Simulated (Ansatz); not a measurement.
ZrSi in space group I4_1md (No. 109; Zr on 4a, Si on 4a), PBE (plane waves, PAW; program Ansatz), all energies at zero smearing, with the estimated change up to a 700 eV cutoff added, with one set of potentials and settings (totals compare only within such a set). Cell of 4 atoms (2 Zr, 2 Si): -9640.723 eV.

```csv
element,reference phase,E (eV/atom)
Zr,"P6_3/mmc, 2 atoms in the cell",-4183.8362
Si,"Fd-3m, 2 atoms in the cell",-635.8096
```

Formation energy per atom, worked out: (-9640.723 − 2×(-4183.8362) − 2×(-635.8096))/4 = -0.358 eV/atom (-35 kJ per mol of atoms), at 0 K, without zero-point energy or fitted corrections.

A made-up cell: these elements were put on the sites of a structure type; neither database checked (COD, Materials Project) lists it. COD files the formula under space group No. 62, 63, so this cell is another polymorph or a model. Whether it is the stable phase at ambient conditions was not checked. The cell was relaxed with PBE under the symmetry of its start; whether a distortion lowers the energy is not shown. The run is not spin-polarised. The references are the lowest solids computed at this level, not always the standard phases.

Potentials: the later of the program's two PAW sets.
